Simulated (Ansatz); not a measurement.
KF (rock salt, Fm-3m), LDA in the plane-wave PAW code Ansatz: ε∞ = 2.10, cell volume 34.39 Å³. Infrared-active transverse modes:

| ω_TO (cm⁻¹) | oscillator strength S_xx (e²/amu) |
|---|---|
| 210.6 | 0.1034 |

Q: Compute the static dielectric constant.

A: Each mode adds (4.921e7/V) S/ω²: 3.34. So ε0 = 5.43.

Q: What LO frequency does the Lyddane–Sachs–Teller relation give?

A: ω_LO = ω_TO √(ε0/ε∞) = 339 cm⁻¹.

The cell was relaxed with LDA under the symmetry of its start; phonons on a q-mesh show no instability.

Potentials: the later of the program's two PAW sets.
